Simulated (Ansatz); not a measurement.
**Ru (omega (AlB2-type)): energy against volume**

These are results of DFT, LDA (PW92), plane waves (420 eV) with PAW, scalar-relativistic (Ansatz), not measurements. The PAW files were generated under PBE, with cores re-solved for the functional.

The cell is scaled uniformly from the relaxed one, with fractional coordinates and shape fixed. Energies are extrapolated to zero smearing, pressures are those at the given smearing. Magnetic state: spin not included.

A Birch-Murnaghan fit gives V₀ = 13.39 Å³/atom, B₀ = 346 GPa, B₀′ = 4.7.

Question: What are the energy above the minimum and the pressure at 11.797 Å³/atom?

Answer: 261.8 meV/atom and 59.54 GPa as computed.

Question: What are the energy above the minimum and the pressure at 12.334 Å³/atom?

Answer: 106.1 meV/atom and 35.02 GPa as computed.

Question: What are the energy above the minimum and the pressure at 15.015 Å³/atom?

Answer: 170.3 meV/atom and -29.73 GPa as computed.
